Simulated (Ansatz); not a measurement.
Ansatz (a first-principles code) input:

Ansatz 0.2 input:
```yaml
crystal:
  lattice:
    - [2.1630438062, 1.2488339238, 11.7238817768]
    - [-2.1630438062, 1.2488339238, 11.7238817768]
    - [0.0, -2.4976678476, 11.7238817768]
  atoms:
    - { symbol: K, position: [0.5, 0.5, 0.5] }
    - { symbol: Cd, position: [0.089844126, 0.089844126, 0.089844126] }
    - { symbol: Cd, position: [0.910155874, 0.910155874, 0.910155874] }
    - { symbol: Cd, position: [0.3019745935, 0.3019745935, 0.3019745935] }
    - { symbol: Cd, position: [0.6980254065, 0.6980254065, 0.6980254065] }
    - { symbol: P, position: [0.2290957595, 0.2290957595, 0.2290957595] }
    - { symbol: P, position: [0.7709042405, 0.7709042405, 0.7709042405] }
    - { symbol: P, position: [0.0, 0.0, 0.0] }
kpoints:
  mp_grid: { grid: [11, 11, 11] }
basis: { xc_grid: 2, fft_grid_basis: typed }
hamiltonian:
  xc: pbesol
  pseudopotentials: { kind: paw }
scf:
  occupations: { method: gaussian, width: 0.05 }
checkpoint: { read: metal.run }
output: { write_density: true, elf: true, volumetric_format: npy }
```

Output (shortened):

```
Pseudopotentials: kind: paw
Pseudopotential: K, paw, valence charge 9
Pseudopotential: Cd, paw, valence charge 20
Pseudopotential: P, paw, valence charge 5
Functional definition: PBEsol
Crystal: 8 atoms, lattice volume = 190.017 Å³
Basis set: ecut = 420 eV, 3729 PW (Γ), exchange–correlation on 162×162×162 points (8 copies of the dense FFT grid, shifted against one another)
Bands: 63, of which v1, the nominal top of the filled ones, is band 52 counted from 1 (51 counted from 0)
Symmetry: 12 space group operations
Space group: R-3m (ITA 166), of the structure as read, at distance tolerance 5.7e-5 Å
k-points: 146 of 1331
PAW frozen core: K, regenerated for the run's functional, and the local potential with it
PAW frozen core: Cd, regenerated for the run's functional, and the local potential with it
PAW frozen core: P, regenerated for the run's functional, and the local potential with it
Initial density: read from a saved state, or passed on in memory by an earlier SCF of this step, an earlier step, the calling program or the single point that …
Stability of the state it starts from, as read at its close in the unpolarized treatment …
Initial wavefunctions: pseudopotential atomic-orbital guess
Eigensolver: davidson
Functional: x = pbesol(κ = 0.804, μ = 0.12345679012345678), c = pbesol(β = 0.046)
iter 1 solved again at ethr=7.41e-8 eV; its pass at ethr=3.10e-3 eV (dr2=7.70e-5 eV) is discarded
SCF iter   1: F=—  HF=-36473.913418 eV  |F-HF|=—  |Δ(HF+E_count)|=         —  Δρ=5.07e-7  dr2=6.20e-10  ethr=7.41e-8  ⟨swp⟩=4.5  Hψ=64238  notcnv=0
all-band conjugate gradients solve this SCF's bands
preconditioner: auto → Kerker (q_TF=auto, 2.468 Å⁻¹)
SCF iter   2: F=-36473.913417 eV  HF=-36473.913417 eV  |F-HF|=7.28e-11  |Δ(HF+E_count)|=   1.13e-6  Δρ=2.30e-7  dr2=8.19e-11  ethr=1.00e-12  ⟨swp⟩=9.5  Hψ=39059  notcnv=0
SCF 1 converged in 2 iterations: F = -36473.913417 eV  dr2 = 8.19e-11
SCF converged after 2 iterations
Free energy (F): -36473.913417 eV
Harris-Foulkes:  -36473.913417 eV  (|F-HF|=7.28e-11)
Internal energy: -36473.913148 eV  (E = F + TS)
E sigma→0 (E₀):  -36473.913282 eV
Entropy (-TS):   -0.000269 eV (-0.034 meV/atom)
Fermi energy:    9.076459 eV
--- Per-component energies (eV) ---
  E_band       = -1998.812204
  E_kinetic    = 2481.889745
  E_local      = -18052.868462  (includes V_loc(G=0)·N_el)
  E_nonlocal   = 259.638177
  E_hartree    = 8374.589781
  E_xc         = -1018.676075
  E_vxc        = -1230.443545  (∫ρ·V_xc dr)
  E_paw        = -18476.757002  (= ΣΔE_a)
  E_vpaw       = -2206.207962  (= ΣTr[D̂ρ^β])
  E_aug_tail   = 0.000055  (compensation charges beyond the density's cutoff)
  E_ewald      = -10043.343380
  E_core_change = 1.614012  (= ΣΔE_core)
  E_smearing   = -0.000269  (= −TS)
  E_closure    =  0.000000  (closes the sum)
  Σ components = -36473.913417   (vs F -36473.913417, Δ=0.00e0)
  [band-id]    e_kinetic+e_local+e_nonlocal+2·e_hartree+e_vxc+e_vpaw+e_augmentation_tail = -1998.812429   (vs E_band -1998.812204, Δ=-2.25e-4)
--- Band table (eV; the first three rows and the last of 146) ---
  k-point 0: bands = ["-93.5974", "-93.5970", "-93.2936", "-93.2936", "-54.6965", "-54.6965", "-54.6937", "-54.6937", "-54.6814", "-54.6766", "-54.4284", "-54.4284", "-54.3602", "-54.3602", "-54.3602", "-54.3602", "-21.0761", "-4.7492", "-4.6240", "-4.6240", "-2.2608", "-1.7700", "-1.7646", "-0.0432", "-0.0432", "-0.0121", "-0.0121", "0.1702", "0.2593", "0.2593", "0.2746", "0.2746", "0.5258", "0.5258", "0.5707", "0.5707", "0.6069", "0.7860", "0.7860", "0.8615", "0.9225", "0.9225", "1.0140", "4.3488", "5.6018", "8.1702", "8.1702", "8.6687", "8.6952", "8.6952", "8.9672", "9.0745", "9.0745", "9.7756", "10.2978", "12.1239", "12.3829", "12.3829", "13.3191", "13.3191", "13.5506", "13.7665", "13.9571"]
  k-point 1: bands = ["-93.5974", "-93.5970", "-93.2936", "-93.2936", "-54.6965", "-54.6965", "-54.6938", "-54.6937", "-54.6813", "-54.6767", "-54.4284", "-54.4284", "-54.3603", "-54.3603", "-54.3602", "-54.3602", "-21.0753", "-4.7427", "-4.6389", "-4.6268", "-2.2194", "-1.7544", "-1.7363", "-0.0433", "-0.0350", "0.0115", "0.0170", "0.1837", "0.2533", "0.2614", "0.2892", "0.2974", "0.4921", "0.5128", "0.5778", "0.5795", "0.6229", "0.7599", "0.7865", "0.8844", "0.9000", "0.9217", "1.0640", "4.4160", "5.6573", "7.4327", "7.9961", "8.0680", "8.2353", "8.5894", "8.6590", "8.9447", "9.7058", "10.3884", "10.8495", "11.9795", "12.2718", "12.5882", "13.1299", "13.5212", "13.5720", "13.6403", "13.8161"]
  k-point 2: bands = ["-93.5974", "-93.5970", "-93.2936", "-93.2936", "-54.6966", "-54.6964", "-54.6940", "-54.6936", "-54.6810", "-54.6769", "-54.4284", "-54.4284", "-54.3603", "-54.3603", "-54.3603", "-54.3603", "-21.0733", "-4.7256", "-4.6777", "-4.6343", "-2.1109", "-1.6979", "-1.6773", "-0.0344", "-0.0079", "0.0665", "0.1066", "0.2107", "0.2600", "0.2836", "0.3097", "0.3380", "0.4673", "0.5026", "0.5838", "0.5884", "0.6265", "0.7172", "0.7869", "0.8251", "0.9201", "0.9601", "1.1927", "4.6048", "5.6614", "6.5125", "7.0087", "7.3279", "7.6005", "8.3069", "8.5535", "8.6487", "10.1506", "10.9722", "11.4741", "11.7139", "12.5630", "12.6131", "13.0571", "13.3861", "13.5366", "13.9282", "14.2178"]
  k-point 145: bands = ["-93.5974", "-93.5970", "-93.2936", "-93.2936", "-54.6965", "-54.6965", "-54.6938", "-54.6937", "-54.6813", "-54.6767", "-54.4284", "-54.4284", "-54.3603", "-54.3603", "-54.3602", "-54.3602", "-21.0753", "-4.7429", "-4.6389", "-4.6268", "-2.1895", "-1.8633", "-1.6593", "-0.0432", "-0.0352", "0.0119", "0.0168", "0.1636", "0.2534", "0.2599", "0.2890", "0.2980", "0.4948", "0.5124", "0.5788", "0.5798", "0.6240", "0.7623", "0.7885", "0.8387", "0.8938", "0.9202", "1.1694", "4.1747", "6.0574", "7.4361", "7.8177", "7.9864", "8.3371", "8.4216", "8.6531", "8.8824", "9.8372", "10.6472", "10.8411", "11.6307", "12.4601", "12.6662", "12.7375", "13.3999", "13.4548", "13.6530", "13.9340"]
  band table: 63 of 63 bands, residual norms ≤ 1.0e-3 eV
```

Cost: roughly 60 core-seconds on shared cores.

The workflow started from an entry of the Crystallography Open Database (COD, 200 K). Whether it is the stable phase at ambient conditions was not checked. The PBEsol relaxation kept the symmetry of its start; whether a distortion lowers the energy is not shown. Scalar-relativistic: spin–orbit coupling is off unless named, which matters more the heavier the elements.

Potentials: the later of the program's two PAW sets.

Ansatz is a plane-wave DFT program.
